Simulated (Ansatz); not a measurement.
## Energy landscape of Rh

34 relaxations of Rh ended in 15 distinct structures; the lowest 14 are listed. These are PBEsol (plane waves to 420 eV, PAW, scalar-relativistic; Ansatz, a first-principles code) values and carry that method's errors.

```csv
#,space group,Pearson,type,E − E(lowest) (eV/atom),V (Å³/atom),coordination,runs ending here
1,Fm-3m,cF4,fcc (Cu type),0.00,13.50,Rh 12 (cuboctahedral),11
2,P6₃/mmc,hP4,"AFLOW prototype A_hP4_194_ac (A3', as in La)",0.02,13.53,–,1
3,R-3m,hR3,"AFLOW prototype A_hR3_166_ac (C19, as in Sm)",0.03,13.54,–,1
4,P6₃/mmc,hP2,hcp (Mg type),0.04,13.56,Rh 12 (anticuboctahedral),4
5,R-3m,hR2,–,0.20,14.06,–,2
6,I4/mmm,tI2,AFLOW prototype A_tI2_139_a (A_a),0.24,13.84,–,1
7,Pm-3n,cP8,–,0.33,13.97,–,1
8,Fmmm,oF8,–,0.33,14.22,–,1
9,Im-3m,cI2,bcc (W type),0.39,13.90,Rh 8 (cubic)+6,1
10,I4/mmm,tI4,–,0.40,14.83,–,2
11,Fd-3m,cF24,–,0.51,14.42,–,1
12,P6/mmm,hP1,"AFLOW prototype A_hP1_191_a (A_f, as in Sn)",0.55,14.70,–,2
13,P6₃/mmc,hP4,–,0.72,15.85,–,1
14,Pm-3m,cP1,AFLOW prototype A_cP1_221_a (A_h),0.89,15.61,–,4
```

Coordination numbers (neighbours up to the widest gap in distance over summed covalent radii, below 1.35; n+m marks a second, longer set). All are gapless at this level. Fm-3m, cF4, fcc (Cu type) is the lowest among the structures calculated here.

Rh has the cubic space group Fm-3m (No. 225), the fcc (Cu type) structure, Pearson symbol cF4. Lattice parameters: a = 3.7801 Å, b = 3.7801 Å, c = 3.7801 Å, α = 90.00°, β = 90.00°, γ = 90.00°. Rh on 4b is surrounded by 12 Rh at 2.673 Å (cuboctahedral). (Neighbours: up to the widest gap in distance over summed covalent radii, below 1.35, at either atom.)
(The calculation used a cell of 1 atom; values per cell refer to that cell.)

Probably no minimum, since a slightly shaken restart fell lower: I4/mmm, tI2, AFLOW prototype A_tI2_139_a (A_a) (by 0.24 eV/atom, to Fm-3m); Fmmm, oF8 (by 0.14 eV/atom, to R-3m); Im-3m, cI2, bcc (W type) (by 0.39 eV/atom, to Fm-3m); Pm-3m, cP1, AFLOW prototype A_cP1_221_a (A_h) (by 0.89 eV/atom, to Fm-3m). Each run could gain symmetry but not lose that of its start, so entries can be saddle points. From databases, or of a type measured for this composition: Fm-3m, cF4, fcc (Cu type); the others are generated cells (placed on structure types, drawn at random, substituted or restacked) that were not matched to a known phase here. Energies are at zero temperature and pressure, without zero-point motion. Each cell has its own k-point mesh; energy differences are given only to the digits this allows. No spin polarisation in the result. A magnetic state may lie lower.
